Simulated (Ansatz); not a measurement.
Consider the following.

MoPt:
```
MoPt
1.0
    2.69978     0.00000     0.00000
    0.00000     2.69978     0.00000
    0.00000     0.00000     4.08978
Pt Mo
1 1
Direct
  0.00000   0.00000   0.00000
  0.50000   0.50000   0.50000
```

This is the PBEsol-relaxed structure.

Q: All from PBEsol (plane waves, PAW; program Ansatz), unless another level is named. Predict the highest zone-centre frequency.

A: 190 cm^-1.

Q: Next, the bulk modulus (Birch–Murnaghan fit)?

A: 301 GPa.

Space group P4/mmm (L1₀ or tetragonal B2). The start of the workflow was typed in or built on a structure type; neither database checked (COD, Materials Project) lists it. Whether it is the stable phase at ambient conditions was not checked. Symmetry was held in the PBEsol relaxation; its stability against distortions is not shown here. No spin polarisation was allowed. As this level gives no gap, phonon frequencies hold no LO–TO term and depend on the k-mesh and smearing (Fermi–Dirac, 0.1 eV here). Scalar-relativistic: spin–orbit coupling is off unless named, which matters more the heavier the elements.

Potentials: the earlier of the program's two PAW sets. The files were generated under PBE; for other functionals the program regenerates the frozen cores, and for LDA and PBEsol the local potential too.
